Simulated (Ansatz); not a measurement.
Mg3Sb2 (A-La2O3 type, space group P-3m1)

```xyz
5
Lattice="4.5669 0.0000 0.0000 -2.2835 3.9551 0.0000 0.0000 0.0000 7.2470" Properties=species:S:1:pos:R:3 pbc="T T T"
Sb     0.0000     2.6367     1.6577
Sb     2.2835     1.3184     5.5893
Mg     0.0000     0.0000     0.0000
Mg     0.0000     2.6367     4.5913
Mg     2.2835     1.3184     2.6557
```

The slice is a (0001) plane (indices of the conventional cell) through the point (0.667, 0.333, 0.366) (fractional), spanned by u = [110] and v = [1 -1 0] in vectors of this cell: u (4.57 Å) and v (7.91 Å, at 90° to u). It covers one period; positions are fractions (u, v).

These are r2SCAN (plane waves to 500 eV, PAW, scalar-relativistic; Ansatz, a program for electronic structure) values and carry that method's errors. k mesh 12×12×7. Inside the PAW spheres the values are not all-electron values, and peaks at nuclei hang on which shells count as valence. Mg3Sb2 was relaxed with its symmetry unable to fall. Spin-orbit coupling is left out, though Sb is heavy.

Problem. Sketch the electrostatic potential energy of an electron, from the cell's mean on this plane as a map.

Solution. 
```
|xxxxxx  ++%%@@@@@@%%++  xxxx|
|xxxxxx::**%%@@@@@@%%**::xxxx|
|xx  ::++##@@@@@@@@@@##++::  |
|====**##%%@@@@@@@@@@%%##**==|
|==++**%%@@@@@@@@@@@@@@%%**++|
|  ..==##%%@@@@@@@@@@%%##==..|
|    ..**%%%%%%##%%%%%%**..  |
|xx    ++****++==++****++    |
|    ..==++::  xx  ::++==..  |
|  ..====::xxxxxxxxxx::====..|
|++++**==  xxxxxxxxxx  ==**++|
|%%%%##==xxxxxxxxxxxxxx==##%%|
|@@@@%%++  xxxxxxxxxx  ++%%@@|
|@@@@%%**::xxxxxxxxxx::**%%@@|
|@@@@@@##++::  xx  ::++##@@@@|
|@@@@@@%%##**======**##%%@@@@|
|@@@@@@@@%%**++==++**%%@@@@@@|
|@@@@@@%%##==..  ..==##%%@@@@|
|##%%%%%%**..      ..**%%%%%%|
|==++****++    xx    ++****++|
|xx  ::++==..      ..==++::  |
|xxxxxx::====..  ..====::xxxx|
|xxxxxx  ==**++++++**==  xxxx|
|xxxxxxxx==##%%%%%%##==xxxxxx|
```
Scale: ten equal steps from -1.00 (start of ' ') to 7.17 (end of '@'), in the order ' .:-=+*#%@'. Values: electrostatic potential energy of an electron, from the cell's mean, in eV. The map has 14 points along u (two characters each, u = 0 at the left) and 24 along v (v = 0 in the bottom row). Points within 1 Å of a nucleus are blanked (x), as the pseudised field means little there. Values under -1 eV are set to -1. The zero, the cell's mean, hangs on the PAW cores.
